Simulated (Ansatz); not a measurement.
A geometry of TiO away from equilibrium: step 11 of the relaxation of a generated cell, TiO placed in the AFLOW prototype AB_hP8_186_ab_ab (B5, as in SiC). These are PBEsol (plane waves to 420 eV, PAW, scalar-relativistic; Ansatz, a first-principles code) values and carry that method's errors. Γ-centred k-mesh 9×9×3 on the run's cell (coarser than for final values), Fermi–Dirac smearing 0.05 eV.

```xyz
8
Lattice="3.0052 0.0000 0.0000 -1.5026 2.6026 0.0000 0.0000 0.0000 11.6987" Properties=species:S:1:pos:R:3:forces:R:3 pbc="T T T" free_energy=-12147.277 pressure_GPa=3.7
Ti     0.0000     0.0000    -0.1594    0.0000    0.0000    0.0785
Ti     0.0000     0.0000     5.6899    0.0000    0.0000    0.0785
Ti     1.5026     0.8675     8.6087    0.0000    0.0000    0.0701
Ti     0.0000     1.7351     2.7593    0.0000    0.0000    0.0701
O      0.0000     0.0000     9.6780    0.0000    0.0000   -0.0778
O      0.0000     0.0000     3.8287    0.0000    0.0000   -0.0778
O      1.5026     0.8675     6.7398    0.0000    0.0000   -0.0708
O      0.0000     1.7351     0.8905    0.0000    0.0000   -0.0708
```

Positions in Å, forces in eV/Å, free energy of the cell in eV (comparable only within this code, potentials and settings). Largest force: 0.08 eV/Å, on Ti1, Ti2, O5, O6 (atoms numbered as listed); the geometry lies 0.01 eV/atom above the end of its relaxation.

No spin polarisation in the result. No Hubbard U is applied.

The run could not lose the symmetry of its start, so the end can be a saddle point.

The end of the path is a generated cell of TiO: the first start was made by placing the elements on the sites of a structure type, and the end was not matched to a known phase here, so it may be hypothetical.
